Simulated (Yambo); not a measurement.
Yambo run on CsPbBr3 (cubic perovskite, space group Pm-3m, No. 221). The wavefunctions are PBE (stringent potentials; Quantum ESPRESSO, PseudoDojo norm-conserving, 88 Ry, scalar-relativistic) ones on a 2×2×2 mesh (41 occupied bands); a = 5.8784 Å, b = 5.8784 Å, c = 5.8784 Å, α = 90.00°, β = 90.00°, γ = 90.00°.

Yambo input:

```
rim_cut
gw0
dyson
el_el_corr
HF_and_locXC
ppa
em1d
RandQpts= 1000000
RandGvec= 1 Ry
EXXRLvcs= 88 Ry
VXCRLvcs= 352 Ry
Chimod= "HARTREE"
% BndsRnXp
 20 | 310 |
%
NGsBlkXp= 12 Ry
% LongDrXp
 1.0 | 1.0 | 1.0 |
%
PPAPntXp= 27.2114 eV
% GbndRnge
 1 | 310 |
%
GTermKind= "BG"
DysSolver= "n"
ExtendOut
% QPkrange
 4 | 4 | 41 | 42 |
%
```

k points by index: 4 = R.

Resulting energies as the program prints them:

```
#    K-point    Band    Eo [eV]    E [eV]    E-Eo [eV]    Vxc [eV]    Vnlxc [eV]    Sc|Eo [eV]    Sc|E [eV]    dSc/dw|Eo [eV]    Re(Z)    Im(Z)
#
    4    41    0.000000    -1.464667    -1.464667    -15.77813    -19.04101    1.440715    1.798208    -6.641162    0.803818    -0.001447
    4    42    1.560024    1.919453    0.359429    -10.56881    -6.777673    -3.353070    -3.431712    -5.951780    0.820528    -0.001386
```
(The two width columns are left out.) Convergence of these settings isn't established.

Spin-orbit coupling is not included.

Geometry relaxed with PBEsol.
